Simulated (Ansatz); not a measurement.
Starting cell, SrTiO$_{3}$ (cubic perovskite):

```xyz
5
Lattice="3.9075 0.0000 0.0000 0.0000 3.9075 0.0000 0.0000 0.0000 3.9075" Properties=species:S:1:pos:R:3 pbc="T T T"
Sr     0.0000     0.0000     0.0000
Ti     1.9538     1.9538     1.9538
O      0.0000     1.9538     1.9538
O      1.9538     1.9538     0.0000
O      1.9538     0.0000     1.9538
```

In each cell atom 1 (Sr, nearest neighbour O at 2.763 Å; its periodic images, 3.9 Å or more away, move with it) moves by s·(0.577, 0.577, 0.577) (along Cartesian [111]), the rest being held.

The numbers are results of r2SCAN (plane waves to 500 eV, PAW, scalar-relativistic; Ansatz, a first-principles code), not measurements. k mesh 7×7×7 (Γ-centred), Fermi-Dirac smearing 0.05 eV. Energies are smeared free energies. Compression counts positive. Left out: 2 of 11 points, with atoms too close for the PAW data. SrTiO3 is run without spin polarisation. SrTiO3 was relaxed with its symmetry unable to fall. The PAW data are Ansatz's earlier set. The zero of ΔE is the undisplaced structure.

```csv
s (Å),ΔE (meV/cell),P (GPa)
-0.664,___,13.6
-0.498,686,7.1
-0.332,___,___
-0.166,57,0.7
0.000,0,0.0
0.166,57,0.7
0.332,___,___
0.498,686,7.1
0.664,___,13.6
```

### Question
Some entries are withheld; supply them.

### Answer

- -0.664, ΔE (meV/cell): 1477
- -0.332, ΔE (meV/cell): 258
- -0.332, P (GPa): 2.9
- 0.332, ΔE (meV/cell): 258
- 0.332, P (GPa): 2.9
- 0.664, ΔE (meV/cell): 1477

(A displaced cell: forces are minus the slopes of the energy, force constants its curvatures, and phonons follow from these.)
